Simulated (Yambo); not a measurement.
Consider the following.

```
CELL_PARAMETERS angstrom
      4.01407     0.00000     0.00000
     -2.00704     3.47629     0.00000
      0.00000     0.00000     6.54388
ATOMIC_POSITIONS crystal
  Mg 0.66667 0.33333 0.63415
  Mg 0.33333 0.66667 0.99427
  P  0.00000 0.00000 0.76671
  P  0.66667 0.33333 0.24345
  Zn 0.00000 0.00000 0.36142
```

Workflow: PBEsol (pw.x of Quantum ESPRESSO, ONCV potentials, scalar-relativistic), then G0W0 in Yambo (3×3×2 Γ-centred k mesh, bands 13 to 176 and a 8 Ry block in the screening, 176 bands in G with the Bruneval-Gonze terminator, plasmon pole fitted at 27.2 eV).

Task: Give the PBEsol and G0W0 gaps between the band edges found on this mesh, and say where the edges lie.

Result: Edges: Γ → K. PBEsol: 1.17 eV; G0W0: 1.90 eV. The mesh misses an edge: along a dense path the PBEsol gap is 0.99 eV. Nearest settings tried, and what they do to the gap: 114 bands in G: -4 meV; 114 bands in W, 114 bands in G: -25 meV; 7 Ry block (209 vectors against 251): -26 meV; 3×3×1 mesh: -85 meV. So the settings aren't converged at that level. The k mesh is coarse. 

Geometry of the Materials Project entry, not relaxed at this level.

The structure is a Materials Project entry; no match was found in the copy of COD used, and its stability was not checked.
